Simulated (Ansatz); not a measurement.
A geometry of SrTiO$_{3}$ away from equilibrium: step 3 of the relaxation of a generated trial cell of SrTiO3 in the LiNbO3 structure type. The numbers are results of PBE (plane waves to 420 eV, PAW, scalar-relativistic; Ansatz, a first-principles code), not measurements. Γ-centred k-mesh 5×5×5 on the run's cell (coarser than for final values), Fermi–Dirac smearing 0.05 eV. The plane waves were selected for a different cell earlier on the path.

```
CELL_PARAMETERS angstrom
      2.77432     1.60175     4.48146
     -2.77432     1.60175     4.48146
      0.00000    -3.20351     4.48146
ATOMIC_POSITIONS crystal
  Sr 0.26776 0.26776 0.26776
  Sr 0.76776 0.76776 0.76776
  Ti 0.01958 0.01958 0.01958
  Ti 0.51958 0.51958 0.51958
  O  0.75699 0.19854 0.30742
  O  0.30742 0.75699 0.19854
  O  0.19854 0.30742 0.75699
  O  0.80742 0.69854 0.25699
  O  0.25699 0.80742 0.69854
  O  0.69854 0.25699 0.80742
```

### Question
What forces act on the atoms (eV/Å)?

### Answer
| atom | Fx | Fy | Fz |
|---|---|---|---|
| Sr1 | 0.00 | 0.00 | -0.10 |
| Sr2 | 0.00 | 0.00 | -0.10 |
| Ti3 | 0.00 | 0.00 | -0.40 |
| Ti4 | 0.00 | 0.00 | -0.40 |
| O5 | -0.29 | 0.14 | 0.17 |
| O6 | 0.02 | -0.32 | 0.17 |
| O7 | 0.26 | 0.18 | 0.17 |
| O8 | -0.26 | 0.18 | 0.17 |
| O9 | -0.02 | -0.32 | 0.17 |
| O10 | 0.29 | 0.14 | 0.17 |

The path ends in R3c (No. 161). No spin polarisation in the result.

The run could not lose the symmetry of its start, so the end can be a saddle point.

The end of the path is a generated cell of SrTiO3: the first start was made by placing the elements on the sites of a structure type, and the end was not matched to a known phase here, so it may be hypothetical. Known forms of SrTiO3 include space group No. 221.
